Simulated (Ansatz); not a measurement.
TiTe$_{2}$:
```cif
data_Te2Ti
_chemical_formula_sum 'Ti1 Te2'
_space_group_name_H-M_alt 'P-3m1'
_space_group_IT_number 164
_space_group_name_Hall '-P 3 2"'
_cell_length_a 3.66681
_cell_length_b 3.66681
_cell_length_c 6.33640
_cell_angle_alpha 90.000
_cell_angle_beta 90.000
_cell_angle_gamma 120.000
loop_
_atom_site_label
_atom_site_type_symbol
_atom_site_symmetry_multiplicity
_atom_site_Wyckoff_symbol
_atom_site_fract_x
_atom_site_fract_y
_atom_site_fract_z
_atom_site_occupancy
Ti1 Ti 1 a 0.00000 0.00000 0.00000 1
Te1 Te 2 d 0.33333 0.66667 0.26928 1
```

Relaxed at zero pressure with LDA in the plane-wave PAW code Ansatz.

Problem. The volume is lowered by 6 % and shape and atoms relax at that volume. What pressure results, and how do the axes share the change?

Solution. 3.4 GPa; a -1.8 %, b -1.8 %, c -2.6 %; the energy rises by 14 meV/atom.

Problem. Give the new structure.

Solution. 
Space group P-3m1 (No. 164); a = 3.602 Å, b = 3.602 Å, c = 6.173 Å, α = 90.00°, β = 90.00°, γ = 120.00°

| atom | site | symmetry | x | y | z |
|---|---|---|---|---|---|
| Ti | 1a | -3m. | 0.0000 | 0.0000 | 0.0000 |
| Te | 2d | 3m. | 0.3333 | 0.6667 | 0.2772 |

The phase is kept; no other phase was compared at this pressure.

The cell was relaxed with LDA under the symmetry of its start; of distortions, only those at the zone centre were tested. The run is not spin-polarised. A crystal of weakly bound layers computed without a dispersion correction: the cell and the soft elastic constants depend strongly on that. Scalar-relativistic: spin–orbit coupling is off unless named, which matters more the heavier the elements.

Potentials: the later of the program's two PAW sets.
